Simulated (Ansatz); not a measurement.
MgO:
```yaml
crystal:
  lattice:
    - [3.27193, 0.00000, 0.00000]
    - [-1.63597, 2.83358, 0.00000]
    - [0.00000, 0.00000, 4.91885]
  atoms:
    - { symbol: Mg, position: [0.33333, 0.66667, 0.00192] }
    - { symbol: Mg, position: [0.66667, 0.33333, 0.50192] }
    - { symbol: O, position: [0.33333, 0.66667, 0.40268] }
    - { symbol: O, position: [0.66667, 0.33333, 0.90268] }
```

Relaxed with LDA. Special points in fractions of this cell's reciprocal vectors: Γ (0.000, 0.000, 0.000); M (0.500, 0.000, 0.000); K (0.333, 0.333, 0.000); A (0.000, 0.000, 0.500); L (0.500, 0.000, 0.500); H (0.333, 0.333, 0.500).

Question: List the band energies nearest the valence-band maximum at these points for the program Ansatz at the LDA level (PAW).

Answer: In eV from the valence-band maximum; about four levels below and three above (degenerate sets whole), none deeper than 8.9 eV; … stands for higher levels left out; points with the same levels are listed once.

| k | below | above |
|---|---|---|
| Γ | -0.83 -0.83 -0.47 -0.47 0.00 | 3.55 8.58 10.44 |
| M | -1.85 -1.37 -0.88 -0.54 | 7.73 8.06 9.29 |
| K | -2.04 -2.04 -1.36 -1.28 -1.28 | 8.24 8.25 … |
| A | -0.65 -0.65 -0.65 -0.65 | 6.08 6.08 … |
| L | -0.98 -0.98 -0.76 -0.76 | 7.33 7.33 … |
| H | -2.23 -2.23 -0.40 -0.40 | 8.42 8.42 … |

Space group P6_3mc (wurtzite). The workflow started from a Materials Project entry (that database holds measured and hypothetical structures alike); the Crystallography Open Database copy checked does not list it. It is not the phase usual at ambient conditions (space group No. 225). Symmetry was held in the LDA relaxation; phonons on a q-mesh show no instability.

Potentials: the earlier of the program's two PAW sets.
